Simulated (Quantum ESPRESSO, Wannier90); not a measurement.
Li2S (anti-fluorite), plane waves to Wannier functions

Structure: Materials Project mp-1153, symmetrised, not relaxed again. COD (Crystallography Open Database) has an entry of this formula and space group (matched by these alone). Computed values, not measurements, from PBEsol: Quantum ESPRESSO (norm-conserving PseudoDojo potentials, cutoff 60 Ry, no spin polarisation, no spin-orbit coupling) on a Γ-centred 10×10×10 mesh, then Wannier90. Density: 10×10×10 mesh, cold smearing 0.01 Ry.

On the energy scale of pw.x, whose zero is arbitrary, the valence-band maximum lies at 2.33 eV.

Input w.win:

```
num_bands = 4
num_wann = 4
exclude_bands = 1-2,7-23
num_iter = 800
conv_tol = 1.0e-6
conv_window = 4
write_hr = true
write_u_matrices = true
auto_projections = true
begin unit_cell_cart
ang
    0.0000000000    2.8351700000    2.8351700000
    2.8351700000    0.0000000000    2.8351700000
    2.8351700000    2.8351700000    0.0000000000
end unit_cell_cart
begin atoms_frac
Li  -0.2500000000 -0.2500000000 -0.2500000000
Li   0.2500000000  0.2500000000  0.2500000000
S    0.0000000000  0.0000000000  0.0000000000
end atoms_frac
mp_grid = 10 10 10
begin kpoints
0.0000000000 0.0000000000 0.0000000000
0.0000000000 0.0000000000 0.1000000000
0.0000000000 0.0000000000 0.2000000000
... (997 more lines: the 10x10x10 mesh through Gamma)
end kpoints
```

Input of pw2wannier90.x that gives the overlap and projection files (equivalent; here they were cut from one run over all bands):

```
&inputpp
  outdir = './out'
  prefix = 'pwscf'
  seedname = 'w'
  write_amn = .true.
  write_mmn = .true.
  scdm_proj = .true.
  scdm_entanglement = 'isolated'
/
```

Output w.wout (banner and timings cut):

```
                                    ------
                                    SYSTEM
                                    ------

                              Lattice Vectors (Ang)
                    a_1     0.000000   2.835170   2.835170
                    a_2     2.835170   0.000000   2.835170
                    a_3     2.835170   2.835170   0.000000

                   Unit Cell Volume:      45.57926  (Ang^3)

                        Reciprocal-Space Vectors (Ang^-1)
                    b_1    -1.108079   1.108079   1.108079
                    b_2     1.108079  -1.108079   1.108079
                    b_3     1.108079   1.108079  -1.108079

 *----------------------------------------------------------------------------*
 |   Site       Fractional Coordinate          Cartesian Coordinate (Ang)     |
 +----------------------------------------------------------------------------+
 | li   1  -0.25000  -0.25000  -0.25000   |   -1.41759  -1.41759  -1.41759    |
 | li   2   0.25000   0.25000   0.25000   |    1.41759   1.41759   1.41759    |
 | s    1   0.00000   0.00000   0.00000   |    0.00000   0.00000   0.00000    |
 *----------------------------------------------------------------------------*
                                ------------
                                K-POINT GRID
                                ------------

             Grid size = 10 x 10 x 10      Total points = 1000

 *---------------------------------- MAIN ------------------------------------*
 |  Number of Wannier Functions               :                 4             |
 |  Number of Objective Wannier Functions     :                 4             |
 |  Number of input Bloch states              :                 4             |
 |  Output verbosity (1=low, 5=high)          :                 1             |
 |  Timing Level (1=low, 5=high)              :                 1             |
 |  Optimisation (0=memory, 3=speed)          :                 3             |
 |  Length Unit                               :               Ang             |
 |  Post-processing setup (write *.nnkp)      :                 F             |
 |  Using Gamma-only branch of algorithms     :                 F             |
 *----------------------------------------------------------------------------*
 *------------------------------- WANNIERISE ---------------------------------*
 |  Total number of iterations                :               800             |
 |  Number of CG steps before reset           :                 5             |
 |  Trial step length for line search         :             2.000             |
 |  Convergence tolerence                     :         0.100E-05             |
 |  Convergence window                        :                 4             |
 |  Iterations between writing output         :                 1             |
 |  Iterations between backing up to disk     :               100             |
 |  Write r^2_nm to file                      :                 F             |
 |  Write xyz WF centres to file              :                 F             |
 |  Write on-site energies <0n|H|0n> to file  :                 F             |
 |  Use guiding centre to control phases      :                 F             |
 |  Use phases for initial projections        :                 F             |
 *----------------------------------------------------------------------------*
 *-------------------------------- PLOTTING ----------------------------------*
 |  Plotting Hamiltonian in WF basis          :                 T             |
 *----------------------------------------------------------------------------*

 *---------------------------------- K-MESH ----------------------------------*
 +----------------------------------------------------------------------------+
 |                    Distance to Nearest-Neighbour Shells                    |
 |                    ------------------------------------                    |
 |          Shell             Distance (Ang^-1)          Multiplicity         |
 |          -----             -----------------          ------------         |
 |             1                   0.191925                      8            |
 |             2                   0.221616                      6            |
 |             3                   0.313412                     12            |
 |             4                   0.367508                     24            |
 |             5                   0.383850                      8            |
 |             6                   0.443232                      6            |
 |             7                   0.483000                     24            |
 |             8                   0.495548                     24            |
       ... (lines left out)
 +----------------------------------------------------------------------------+
 | The b-vectors are chosen automatically                                     |
 | The following shells are used:                       1                     |
 +----------------------------------------------------------------------------+
 |                        Shell   # Nearest-Neighbours                        |
 |                        -----   --------------------                        |
 |                          1               8                                 |
 +----------------------------------------------------------------------------+
 | Completeness relation is fully satisfied [Eq. (B1), PRB 56, 12847 (1997)]  |
 +----------------------------------------------------------------------------+
 |                  b_k Vectors (Ang^-1) and Weights (Ang^2)                  |
 |                  ----------------------------------------                  |
 |            No.         b_k(x)      b_k(y)      b_k(z)        w_b           |
 |            ---        --------------------------------     --------        |
 |             1         0.110808    0.110808   -0.110808    10.180485        |
 |             2         0.110808   -0.110808    0.110808    10.180485        |
 |             3        -0.110808    0.110808    0.110808    10.180485        |
 |             4         0.110808    0.110808    0.110808    10.180485        |
 |             5        -0.110808   -0.110808    0.110808    10.180485        |
 |             6        -0.110808    0.110808   -0.110808    10.180485        |
 |             7         0.110808   -0.110808   -0.110808    10.180485        |
 |             8        -0.110808   -0.110808   -0.110808    10.180485        |
 +----------------------------------------------------------------------------+
 |                           b_k Directions (Ang^-1)                          |
 |                           -----------------------                          |
 |            No.           x           y           z                         |
 |            ---        --------------------------------                     |
 |             1         0.110808    0.110808   -0.110808                     |
 |             2         0.110808   -0.110808    0.110808                     |
 |             3        -0.110808    0.110808    0.110808                     |
 |             4         0.110808    0.110808    0.110808                     |
 +----------------------------------------------------------------------------+

 Starting a new Wannier90 calculation ...

 Reading overlaps from w.mmn

 Reading projections from w.amn

 *------------------------------- WANNIERISE ---------------------------------*
 +--------------------------------------------------------------------+<-- CONV
 | Iter  Delta Spread     RMS Gradient      Spread (Ang^2)            |<-- CONV
 +--------------------------------------------------------------------+<-- CONV

 ------------------------------------------------------------------------------
 Initial State
  WF centre and spread    1  ( -0.268372,  0.223905,  0.385204 )     1.47771406
  WF centre and spread    2  ( -0.324408, -0.226641, -0.348557 )     1.46037000
  WF centre and spread    3  (  0.354149, -0.343965,  0.190212 )     1.45617299
  WF centre and spread    4  (  0.238815,  0.347060, -0.227322 )     1.56452262
  Sum of centres and spreads (  0.000184,  0.000359, -0.000463 )     5.95877967

      0     0.596E+01     0.0000000000        5.9587796680  <-- CONV
        O_D=      0.0103868 O_OD=      1.1702788 O_TOT=      5.9587797 <-- SPRD
 ------------------------------------------------------------------------------
      1    -0.729E-01     0.0831646688        5.8859091704  <-- CONV
        O_D=      0.0037605 O_OD=      1.1040346 O_TOT=      5.8859092 <-- SPRD
      2    -0.164E-01     0.0607842436        5.8694823487  <-- CONV
        O_D=      0.0012159 O_OD=      1.0901523 O_TOT=      5.8694823 <-- SPRD
      3    -0.339E-02     0.0362891749        5.8660949337  <-- CONV
        O_D=      0.0004175 O_OD=      1.0875633 O_TOT=      5.8660949 <-- SPRD
      4    -0.942E-03     0.0238609271        5.8651528860  <-- CONV
        O_D=      0.0002224 O_OD=      1.0868164 O_TOT=      5.8651529 <-- SPRD
      5    -0.522E-03     0.0136861154        5.8646306503  <-- CONV
        O_D=      0.0001890 O_OD=      1.0863276 O_TOT=      5.8646307 <-- SPRD
       ... (lines left out)
    100    -0.219E-05     0.0008740260        5.8602949466  <-- CONV
        O_D=      0.0001189 O_OD=      1.0820620 O_TOT=      5.8602949 <-- SPRD
       ... (lines left out)
    121    -0.843E-06     0.0007112652        5.8602672683  <-- CONV
        O_D=      0.0001190 O_OD=      1.0820342 O_TOT=      5.8602673 <-- SPRD
    122    -0.887E-06     0.0005332532        5.8602663817  <-- CONV
        O_D=      0.0001189 O_OD=      1.0820334 O_TOT=      5.8602664 <-- SPRD
    123    -0.932E-06     0.0005340812        5.8602654496  <-- CONV
        O_D=      0.0001188 O_OD=      1.0820326 O_TOT=      5.8602654 <-- SPRD
             <<<     Delta < 1.000E-06  over  4 iterations     >>>
             <<< Wannierisation convergence criteria satisfied >>>
 Final State
  WF centre and spread    1  ( -0.272843,  0.210341,  0.385065 )     1.46402904
  WF centre and spread    2  ( -0.320357, -0.234996, -0.330517 )     1.46394767
  WF centre and spread    3  (  0.333743, -0.344803,  0.192352 )     1.46341846
  WF centre and spread    4  (  0.259444,  0.369370, -0.247143 )     1.46887028
  Sum of centres and spreads ( -0.000013, -0.000088, -0.000243 )     5.86026545

         Spreads (Ang^2)       Omega I      =     4.778114065
        ================       Omega D      =     0.000118809
                               Omega OD     =     1.082032575
    Final Spread (Ang^2)       Omega Total  =     5.860265450
```
